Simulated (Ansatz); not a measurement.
Sb, DFT, LDA, PAW with Ansatz's default frozen-core files, scalar-relativistic (Ansatz 0.2.0), run on 2 threads of Intel(R) Xeon(R) 6975P-C (Granite Rapids) on a shared host.

The geometry is COD entry 9013008, unchecked; take it as a test cell.

Command: `ansatz run input.yaml --threads 2 --pin off --max-ram 4096MiB --backend cpu --events-out ev --progress --plain --runs-dir out`

```yaml
crystal:
  lattice:
    - [6.32, 0.0, 0.0]
    - [0.0, 6.32, 0.0]
    - [0.0, 0.0, 3.16]
  atoms:
    - { symbol: Sb, position: [0.0, 0.0, 0.0] }
    - { symbol: Sb, position: [0.0, 0.5, 0.0] }
    - { symbol: Sb, position: [0.5, 0.0, 0.0] }
    - { symbol: Sb, position: [0.5, 0.5, 0.0] }
kpoints:
  mp_grid: { grid: [3, 3, 6] }
scf:
  occupations: { method: fermi_dirac, width: 0.08 }
hamiltonian:
  xc: lda
  pseudopotentials: { kind: paw }
output:
  forces: true
  stress: true
md:
  timestep: 2.0
  n_steps: 15
  ensemble: nve
  temperature: 500
  initial_velocities: maxwell_boltzmann
  seed: 226230
```

**Question.** How large is the problem that the program sets up?

**Answer.** 28 irreducible k-points, 2463 plane waves at Γ, 36 bands.

**Question.** About how long does it take?

**Answer.** 29 s of wall time for 57 SCF iterations. Times on shared machines scatter by tens of per cent.
